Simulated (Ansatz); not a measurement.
This Mg3Te2 structure is the end of a relaxation. The cell was found from a structure generator's guess, not taken from experiment.

These are results of DFT PBE, scalar-relativistic, plane waves, PAW in Ansatz 0.2.0, not measurements. Cutoff 420 eV, Γ-centred mesh, Gaussian smearing, no spin polarisation.

```
Mg Te
1.0
     5.83264    0.00000    0.00000
    -2.91632    5.05121    0.00000
     0.00000    0.00000    6.12850
Mg Te
3 2
Direct
  0.50000 0.00000 0.50000
  0.00000 0.50000 0.50000
  0.50000 0.50000 0.50000
  0.00000 0.00000 0.24903
  0.00000 0.00000 0.75097
```

Energies over the elements count from the elements' standard structures at the same level, with no fitted energy shifts.

(1) What space group does it have?

(2) How far does it lie from the elements in energy?

(3) Is it a metal?

## Answers

(1) P6/mmm (No. 191). Conventional cell: a = 5.833 Å, c = 6.129 Å. Mg has 4 Mg at 2.92 Å and 4 Te at 3.30 Å; Te is surrounded by 2 Te at 3.05–3.08 Å and 6 Mg at 3.30 Å.

(2) −0.10 eV/atom.

(3) Yes, bands cross the Fermi level on the 6×6×6 mesh.

The last run used a 6×6×6 mesh for its 5-atom cell and Gaussian smearing of 0.10 eV. Spin–orbit coupling, which can matter for Te, is left out. The reference form of Te is held partly by dispersion forces, which this level lacks. Symmetry constrained the relaxation, so the result can be a saddle point. Another cell of Mg3Te2 relaxed alike, in P4mm, lies 0.32 eV/atom lower, so this cell isn't the stable form at this level.
